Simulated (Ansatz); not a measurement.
A distorted cell of MoTe2 (2H-MoS2 type, space group P6_3/mmc):

```
CELL_PARAMETERS angstrom
      3.44484     0.00000     0.00000
     -1.72242     2.98332     0.00000
      0.00000     0.00000    13.79326
ATOMIC_POSITIONS crystal
  Mo 0.33333 0.66667 0.75000
  Mo 0.66667 0.33333 0.25000
  Te 0.33333 0.66667 0.12347
  Te 0.66667 0.33333 0.62347
  Te 0.66667 0.33333 0.87653
  Te 0.33333 0.66667 0.37653
```

Method: r2SCAN+rVV10 (plane waves to 500 eV, PAW, scalar-relativistic; Ansatz, an electronic-structure program). k mesh 11×11×3 (Γ-centred), Fermi-Dirac smearing 0.05 eV. Energies are smeared free energies. Compression counts positive. As the atoms are clamped, bonds stretch with the cell, which overstates energies and stresses. As the smearing reaches across the gap at some points, the response to shear is sensitive to the k mesh, so small differences along c/a are uncertain. MoTe2 is run without spin polarisation. MoTe2 was relaxed with its symmetry unable to fall. Spin-orbit coupling is left out, though Te is heavy. The PAW data are Ansatz's earlier set.

Give the stress tensor in GPa and the pressure.


```
    9.3      0.0      0.0
    0.0      9.3      0.0
    0.0      0.0     11.7
```
The pressure, a third of the trace, is 10.1 GPa.

It is the relaxed cell deformed to V/V₀ = 0.920, (c/a)/(c/a)₀ = 1.000, c along z, fractional positions held. What is its energy relative to the relaxed cell?

60 meV/atom.

(A scan under strain: stresses follow from slopes of the energy per volume, elastic moduli from its curvatures.)
